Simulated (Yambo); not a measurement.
BP: sweep of GW parameters

G0W0@PBEsol for BP (wurtzite, space group P6_3mc, No. 186) in Yambo. Reference settings: 6×6×4 Γ-centred k mesh, 84 bands and a 8 Ry block in the screening, 84 bands in G with the Bruneval-Gonze terminator, plasmon pole fitted at 27.2 eV. The PBEsol gap Γ → K on this mesh is 0.83 eV; G0W0 gaps are taken between the same points.

| change from the reference | G0W0 gap Γ → K (eV) | shift of the valence edge (eV) | rough Yambo cost |
|---|---|---|---|
| reference settings | 1.63 | -0.55 | 1 |
| 29 bands in G | 1.64 | -0.45 | – |
| wavefunctions cut at 25 Ry | 1.63 | -0.54 | within a factor of two |
| no point-group symmetry | 1.63 | -0.55 | about 3× |
| 29 bands in G, no terminator | 1.45 | 0.24 | – |
| no terminator | 1.58 | -0.39 | – |

The reference isn't shown to be the converged limit. Costs are rough (shared machines), scaled to the same edge states, and given only for runs that recompute the screening.

Geometry relaxed with PBEsol; primitive cell a = 3.1799 Å, b = 3.1799 Å, c = 5.2741 Å, α = 90.00°, β = 90.00°, γ = 120.00°.

This is not the ordinary phase of the substance; no match was found in the copy of COD used, and its stability was not checked.

A shift is the quasiparticle energy of the state minus its PBEsol energy.
